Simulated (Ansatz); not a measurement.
Ti₃SiO₈ on the sites of the rutile structure, 12 atoms and 88 valence electrons in a cell of about 117 Å³, was run 9 times in Ansatz 0.2.0, each time on 1 × NVIDIA H100 80GB HBM3 with 2 threads of AMD EPYC 7R13 Processor (Zen 3), on a shared host. The times are single readings and vary with the host's load.

```
                   run  k mesh  irreducible k  cutoff (eV)  plane waves  bands  SCF iterations  wall time  peak host memory (GiB)
       relaxation, PBE   6×6×4             39          420         2347     56              81          ?                       ?
    relaxation, r2SCAN   6×6×4             39          500         2977     56              42          ?                       ?
            bands, PBE   6×6×4             39          420         2323     51              10      5.3 s                     1.2
  single point, r2SCAN   6×6×4             39          500         2977     51               9          ?                       ?
   single point, HSE06   4×4×4             21          420         2323     51              25       58 s                     3.2
field response, r2SCAN   6×6×4             76          500         2977     56              17       89 s                       4
    relaxation, PBEsol   6×6×4             39          420         2315     56              57       21 s                     1.2
     Γ phonons, PBEsol   4×4×4             36          420         2315     56              19       41 s                     2.5
    single point, PBE0   4×4×4             21          420         2323     51              23          ?                       ?
```

**Question.** What time and memory did the runs marked ? need?

**Answer.**

| run | wall time | peak host memory (GiB) |
| --- | --- | --- |
| single point, PBE0 | 51 s | 3.2 |
| relaxation, r2SCAN | 11 s | 1.2 |
| single point, r2SCAN | 6.1 s | 1.4 |
| relaxation, PBE | 21 s | 1.2 |
